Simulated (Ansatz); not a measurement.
Relaxed candidate structures of TaC:

A. P-6m2 (No. 187), hP2; a = 3.0231 Å, b = 3.0231 Å, c = 2.8587 Å, α = 90.00°, β = 90.00°, γ = 120.00°; Ta 1a (0.000, 0.000, 0.000); C 1d (0.333, 0.667, 0.500)

B. Fm-3m (No. 225), cF8, rock salt type; a = 4.440 Å, b = 4.440 Å, c = 4.440 Å, α = 90.00°, β = 90.00°, γ = 90.00°; C 4a (0.000, 0.000, 0.000); Ta 4b (0.500, 0.500, 0.500)

Order them by energy per atom (lowest first) at the level PBEsol (plane waves to 420 eV, PAW, scalar-relativistic; Ansatz, an electronic-structure program).

B (reference, the lowest of the structures calculated here), A (+0.43 eV/atom)

Each run could gain symmetry but not lose that of its start, so entries can be saddle points. From databases, or of a type measured for this composition: Fm-3m, cF8, rock salt type; the others are generated cells (placed on structure types, drawn at random, substituted or restacked) that were not matched to a known phase here. Static energies at zero pressure. The runs use different k-meshes, so differences are rounded accordingly. No spin polarisation in the result.
